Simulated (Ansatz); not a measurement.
CdTe:
```
CELL_PARAMETERS angstrom
      4.63961     0.00000     0.00000
     -2.31981     4.01802     0.00000
      0.00000     0.00000     7.59499
ATOMIC_POSITIONS crystal
  Cd 0.33333 0.66667 0.00015
  Cd 0.66667 0.33333 0.50015
  Te 0.33333 0.66667 0.37485
  Te 0.66667 0.33333 0.87485
```

Relaxed with HSE06. Special points in fractions of this cell's reciprocal vectors: Γ (0.000, 0.000, 0.000); M (0.500, 0.000, 0.000); K (0.333, 0.333, 0.000); A (0.000, 0.000, 0.500); L (0.500, 0.000, 0.500); H (0.333, 0.333, 0.500).

Question: List the band energies nearest the valence-band maximum at these points for plane-wave PAW HSE06 (Ansatz code).

Answer: In eV from the valence-band maximum; about four levels below and three above (degenerate sets whole), none deeper than 8.9 eV; points with the same levels are listed once.

```
k                        below                          above
-  ---------------------------  -----------------------------
Γ  -0.80 -0.80 -0.06 0.00 0.00            1.54 2.41 5.41 5.41
M      -2.72 -1.87 -1.40 -0.79                 3.22 3.48 4.85
K      -3.05 -1.96 -1.96 -1.78                 4.12 5.02 5.02
A      -0.43 -0.43 -0.43 -0.43  2.81 2.81 5.86 5.86 5.86 5.86
L      -1.42 -1.42 -1.38 -1.38            3.04 3.04 4.62 4.62
H      -2.49 -2.49 -1.16 -1.16            3.71 3.71 5.83 5.83
```

Space group P6_3mc (wurtzite). The workflow started from a Materials Project entry (that database holds measured and hypothetical structures alike); the Crystallography Open Database copy checked does not list it. It is not the phase usual at ambient conditions (space group No. 216). The cell was relaxed with HSE06 under the symmetry of its start; whether a distortion lowers the energy is not shown. The hybrid was solved on a coarse mesh, the path and, where they were found, the r²SCAN edge points; its band edges are the extreme levels among these. Spin–orbit coupling is left out wherever it is not named.

Potentials: the earlier of the program's two PAW sets.
